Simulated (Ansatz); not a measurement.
BaTiO3 (cubic perovskite)

```
CELL_PARAMETERS angstrom
      3.96988     0.00000     0.00000
      0.00000     3.96988     0.00000
      0.00000     0.00000     3.96988
ATOMIC_POSITIONS crystal
  Ba 0.00000 0.00000 0.00000
  Ti 0.50000 0.50000 0.50000
  O  0.00000 0.50000 0.50000
  O  0.50000 0.50000 0.00000
  O  0.50000 0.00000 0.50000
```

Grid over V/V₀ and (c/a)/(c/a)₀, subscript 0 meaning the relaxed cell; the conventional c axis lies along z; no internal relaxation.

Calculation: PBEsol (plane waves to 420 eV, PAW, scalar-relativistic; Ansatz, a program for electronic structure). k mesh 8×8×8 (Γ-centred), Fermi-Dirac smearing 0.05 eV. Stress and pressure are positive under compression. BaTiO3 is run without spin polarisation. BaTiO3 was relaxed with its symmetry unable to fall. This is a high-temperature form of BaTiO3. 

Task: Predict the P (GPa) at all points of the grid V/V₀ = 0.920, 0.947, 0.973, 1.000, 1.027, 1.053, 1.080 by (c/a)/(c/a)₀ = 0.960, 0.973, 0.987, 1.000, 1.013, 1.027, 1.040.

Result: P (GPa), with V/V₀ across and (c/a)/(c/a)₀ down:

| (c/a)/(c/a)₀ \ V/V₀ | 0.920 | 0.947 | 0.973 | 1.000 | 1.027 | 1.053 | 1.080 |
|---|---|---|---|---|---|---|---|
| 0.960 | 18.6 | 11.7 | 5.6 | 0.4 | -4.1 | -8.0 | -11.3 |
| 0.973 | 18.3 | 11.4 | 5.4 | 0.2 | -4.3 | -8.2 | -11.5 |
| 0.987 | 18.2 | 11.2 | 5.2 | 0.0 | -4.4 | -8.3 | -11.6 |
| 1.000 | 18.1 | 11.2 | 5.2 | 0.0 | -4.5 | -8.3 | -11.7 |
| 1.013 | 18.2 | 11.2 | 5.2 | 0.0 | -4.4 | -8.3 | -11.6 |
| 1.027 | 18.3 | 11.4 | 5.4 | 0.2 | -4.3 | -8.2 | -11.5 |
| 1.040 | 18.6 | 11.6 | 5.6 | 0.4 | -4.1 | -8.0 | -11.3 |

(Under strain, the slope of the energy per volume gives the stress and its curvature an elastic modulus.)
